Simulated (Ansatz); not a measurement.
Ca2H3Br:
```cif
data_H3BrCa2
_chemical_formula_sum 'Ca2 H3 Br1'
_space_group_name_H-M_alt 'P 1'
_space_group_IT_number 1
_cell_length_a 3.89325
_cell_length_b 3.89325
_cell_length_c 6.85493
_cell_angle_alpha 90.000
_cell_angle_beta 90.000
_cell_angle_gamma 120.000
loop_
_space_group_symop_operation_xyz
  'x, y, z'
loop_
_atom_site_label
_atom_site_type_symbol
_atom_site_fract_x
_atom_site_fract_y
_atom_site_fract_z
_atom_site_occupancy
Ca1 Ca 0.66667 0.33333 0.18502 1
Ca2 Ca 0.33333 0.66667 0.81498 1
H1 H 0.66667 0.33333 0.85117 1
H2 H 0.33333 0.66667 0.14883 1
H3 H 0.00000 0.00000 0.00000 1
Br1 Br 0.00000 0.00000 0.50000 1
```

Relaxed with r²SCAN. r²SCAN in the plane-wave PAW code Ansatz gives a gap of 2.10 eV.

Question: What gap does HSE06 give on the same cell (Ansatz, PAW)?

Answer: 2.54 eV, 0.44 eV more. The hybrid was solved on a coarser mesh and at special points; its gap is the smallest among all of these.

```csv
k,v1 r²SCAN,c1 r²SCAN,v1 HSE06,c1 HSE06
Γ,-0.18,2.77,-0.20,3.38
A,0.00,2.54,?,?
K,-3.66,2.33,?,?
H,-3.48,3.02,?,?
M,-3.38,2.81,?,?
L,-3.02,2.18,-3.22,2.62
```

Question: Top valence (v1) and lowest conduction level (c1) in eV from each method's valence maximum (which need not be a listed point): supply the withheld HSE06 values.

Answer: 
- H, v1 HSE06: -3.73
- H, c1 HSE06: 3.57
- K, v1 HSE06: -3.97
- K, c1 HSE06: 2.80
- A, v1 HSE06: 0.00
- A, c1 HSE06: 2.84
- M, v1 HSE06: -3.63
- M, c1 HSE06: 3.34

Cost on shared cores: the r²SCAN run (SCF on a 8×8×4 mesh, then bands and DOS) roughly 40 core-seconds, the HSE06 run (SCF on 5×5×3, then a few points) roughly 60 core-seconds; the tasks are unlike.

Space group P-3m1. The first step of the workflow began from a Materials Project structure, measured or hypothetical; the Crystallography Open Database copy checked does not list it. Its standing as an ambient phase is unchecked. The cell was relaxed with r²SCAN under the symmetry of its start; its stability against distortions is not shown here. Spin–orbit coupling is left out wherever it is not named.

Potentials: the later of the program's two PAW sets.
